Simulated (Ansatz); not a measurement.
C:
Space group Fd-3m, origin choice 1 (No. 227); a = b = c = 9.6338 Å, α = β = γ = 90.00°

```csv
atom,site,symmetry,x,y,z
C,8b,-43m,0.5000,0.5000,0.5000
C,32e,.3m,0.5888,0.5888,0.5888
```
(The calculation used a cell of 10 atoms; values per cell refer to that cell.)

Relaxed with PBE.

Which orbitals make up the states near the band edges in the program Ansatz at the PBE level (PAW)?

Top 1 eV of the valence band: C 2p 96 %. Bottom 1 eV of the conduction band: C 2p 84 %, C 2s 10 %, outside the projected shells 6 %. Projections are on Löwdin-orthogonalised atomic valence shells; empty p or d shells of many metals are not among them.

Tabulate the density of states.

States/eV per cell of 10 atoms, in 0.25 eV bins, energy from the valence-band maximum.

```
E (eV)  total   C 2p  C 2s
------  -----  -----  ----
-7.85    1.31   1.11  0.18
-7.60    2.89   2.51  0.34
-7.35    3.11   2.76  0.30
-7.10    2.54   2.36  0.14
-6.85    3.72   3.52  0.15
-6.60   13.58  13.30  0.08
-6.35    4.21   4.13  0.02
-6.10    0.00   0.00  0.00
-5.85    0.00   0.00  0.00
-5.60    0.00   0.00  0.00
-5.35    0.00   0.00  0.00
-5.10    0.00   0.00  0.00
-4.85    0.00   0.00  0.00
-4.60    0.00   0.00  0.00
-4.35    0.00   0.00  0.00
-4.10    0.00   0.00  0.00
-3.85    0.00   0.00  0.00
-3.60    0.00   0.00  0.00
-3.35    0.00   0.00  0.00
-3.10    0.00   0.00  0.00
-2.85    0.00   0.00  0.00
-2.60    0.00   0.00  0.00
-2.35    0.00   0.00  0.00
-2.10    0.24   0.24  0.00
-1.85    7.15   6.98  0.07
-1.60    8.32   8.06  0.14
-1.35    4.70   4.47  0.17
-1.10   11.55  10.87  0.54
-0.85    6.78   6.31  0.38
-0.60    8.76   8.34  0.35
-0.35    9.50   9.22  0.23
-0.10    7.00   6.92  0.05
0.15     0.00   0.00  0.00
0.40     0.00   0.00  0.00
0.65     0.00   0.00  0.00
0.90     0.00   0.00  0.00
1.15     0.00   0.00  0.00
1.40     0.00   0.00  0.00
1.65     0.00   0.00  0.00
1.90     0.00   0.00  0.00
2.15     0.00   0.00  0.00
2.40     0.00   0.00  0.00
2.65     0.00   0.00  0.00
2.90     0.00   0.00  0.00
3.15     0.00   0.00  0.00
3.40     0.00   0.00  0.00
3.65     0.00   0.00  0.00
3.90     0.00   0.00  0.00
4.15     0.00   0.00  0.00
4.40     0.00   0.00  0.00
4.65     5.26   4.26  0.78
4.90    11.64  10.15  1.01
5.15     4.20   3.69  0.32
5.40     4.79   3.90  0.48
5.65     3.90   2.81  0.38
5.90     4.41   3.09  0.39
6.15     4.71   3.21  0.39
6.40     3.42   1.88  0.26
6.65     3.36   1.75  0.25
6.90     3.28   1.49  0.28
7.15     3.19   1.30  0.32
7.40     6.17   2.96  0.59
7.65     6.44   3.54  0.73
7.90     6.10   2.74  1.10
8.15     5.37   2.34  0.77
8.40     7.03   2.52  1.60
8.65     5.15   2.41  0.71
8.90     4.77   2.45  0.38
9.15     5.01   1.76  0.25
9.40     4.97   0.48  0.58
```

The start of the workflow was typed in or built on a structure type. Its sites differ from those of the usual phase in this space group: another stacking or structure type. The cell was relaxed with PBE under the symmetry of its start; its stability against distortions is not shown here.

Potentials: the earlier of the program's two PAW sets.
